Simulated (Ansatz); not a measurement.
GaAs:
```yaml
crystal:
  lattice:
    - [4.01819, 0.00000, 0.00000]
    - [-2.00910, 3.47986, 0.00000]
    - [0.00000, 0.00000, 8.78127]
  atoms:
    - { symbol: Ga, position: [0.50022, 0.00000, 0.66667] }
    - { symbol: Ga, position: [0.00000, 0.50022, 0.33333] }
    - { symbol: Ga, position: [0.49978, 0.49978, 0.00000] }
    - { symbol: As, position: [0.50012, 0.00000, 0.16667] }
    - { symbol: As, position: [0.00000, 0.50012, 0.83333] }
    - { symbol: As, position: [0.49988, 0.49988, 0.50000] }
```

Relaxed with PBEsol. Special points in fractions of this cell's reciprocal vectors: Γ (0.000, 0.000, 0.000); M (0.500, 0.000, 0.000); K (0.333, 0.333, 0.000); A (0.000, 0.000, 0.500); L (0.500, 0.000, 0.500); H (0.333, 0.333, 0.500).

**Question.** List the band energies nearest the Fermi level at these points for PBEsol in the plane-wave PAW code Ansatz.

**Answer.** In eV from the Fermi level; about four levels below and three above (degenerate sets whole), none deeper than 8.9 eV; points with the same levels are listed once.

```csv
k,below,above
Γ,-0.82 -0.82 -0.65 -0.55,0.09 1.42 1.42
M,-2.80 -2.06 -1.87 -1.79,0.29 0.53 1.33
K,-2.41 -1.82 -1.82 -0.19,2.13 2.13 4.73 4.73
A,-0.79 -0.70 -0.70 -0.44,1.30 1.47 1.47
L,-2.65 -2.59 -2.25 -1.95,0.96 1.38 2.32
H,-4.05 -4.05 -2.31 -1.57,2.33 2.42 2.42
```

Space group P6_222. The start of the workflow was typed in or built on a structure type; neither database checked (COD, Materials Project) lists it. It is not the phase usual at ambient conditions (space group No. 216). The PBEsol relaxation kept the symmetry of its start; of distortions, only those at the zone centre were tested. Point labels and valley counts follow the cell and symmetry of the run, lower than the named group. The Fermi level of a semimetal is unsure by some 0.05 eV on such meshes. Scalar-relativistic: spin–orbit coupling is off unless named, which matters more the heavier the elements.

Potentials: the later of the program's two PAW sets.
